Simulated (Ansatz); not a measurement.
## Mg₂Cr₃InS₈ — coordination and ³³S quadrupole coupling

Cell: a Materials Project structure (computed, not necessarily an observed phase).

Space group R-3m:H (No. 166); a = 7.3027, c = 18.1971 Å, γ = 120.00°.

| site | Wyckoff | site symmetry | x | y | z |
| --- | --- | --- | --- | --- | --- |
| Mg | 6c | 3m | 0.0000 | 0.0000 | 0.8750 |
| Cr | 9e | .2/m | 0.1667 | 0.3333 | 0.3333 |
| In | 3b | -3m | 0.0000 | 0.0000 | 0.5000 |
| S7 | 6c | 3m | 0.0000 | 0.0000 | 0.7365 |
| S8 | 18h | .m | 0.8445 | 0.6891 | 0.4058 |

One atom of each set is listed; the run and its k-mesh use a cell of 14 atoms with edges of 7.39, 7.39, 7.39 Å.

Computed with Ansatz: DFT, PBE, plane waves and PAW, scalar-relativistic, collinear spin, 420 eV cutoff, Γ-centred 5×5×5 k-points, Fermi–Dirac smearing 0.02 eV. Start moments as typed (μB): 3 on each Cr, none on the rest.

Q(³³S) = -69.40 mb.

Q: Order the S environments from the weakest to the strongest quadrupole coupling.
A. S8: 2 Cr at 2.43 Å, 1 Mg at 2.44 Å, 1 In at 2.61 Å
B. S7: 3 Cr at 2.46 Å, 1 Mg at 2.52 Å

A: B (0.128 MHz, η = 0.00), A (2.97 MHz, η = 0.37).

An axis of threefold or higher order runs through S7, so V_zz lies along it and η is zero. Like point charges on the first shell alone (each adding as 1/d³) would give the same order.

Without spin–orbit coupling (the program notes it for In) the gradients can shift somewhat, as the gap is small. With a gap of 0.7 eV on this mesh, small gradients can still move by 0.1 × 10²¹ V/m² or more as the k-mesh gets denser. All moments are parallel here, as the start or the cell imposes; many such compounds order antiparallel, where fields and spin densities carried over to other atoms largely cancel. The magnetic order is the one that the run reached from its start moments, not necessarily the measured one.
